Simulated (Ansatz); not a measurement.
## Mg (Fm-3m), tetragonal deformation path

Level of theory: DFT PBEsol, scalar-relativistic, plane waves, PAW (Ansatz 0.2.0). Cutoff 420 eV, Γ-centred 20×20×20 k-points, Gaussian smearing of 0.15 eV. No spin polarisation. Energies are free energies at this smearing, counted from the undisturbed cell; pressure is positive in compression.

Zero of the scan (as given, not relaxed at this level; it stands at 0.2 GPa; this fcc form isn't the usual structure):

```xyz
1
Lattice="0.0000 2.2443 2.2443 2.2443 0.0000 2.2443 2.2443 2.2443 0.0000" Properties=species:S:1:pos:R:3 pbc="T T T"
Mg    0.0000    0.0000    0.0000
```

At fixed volume and fractional coordinates, lengths along (0.000, 0.000, 1.000) are scaled against those across it; ρ is that ratio over its starting value. The cell is metallic on the mesh throughout. At ρ = 0.707 the cell becomes cubic (Im-3m), and there the slope of the energy vanishes by symmetry.

```tsv
ρ	ΔE (meV/atom)	pressure (GPa)
0.707	?	?
0.780	13.2	-0.1
0.850	6.7	0.0
1.000	0.0	0.2
1.200	47.6	0.4
1.414	197.4	2.1
```

Give the withheld values.

ΔE (meV/atom) at ρ = 0.707: 14.2; pressure (GPa) at ρ = 0.707: -0.2.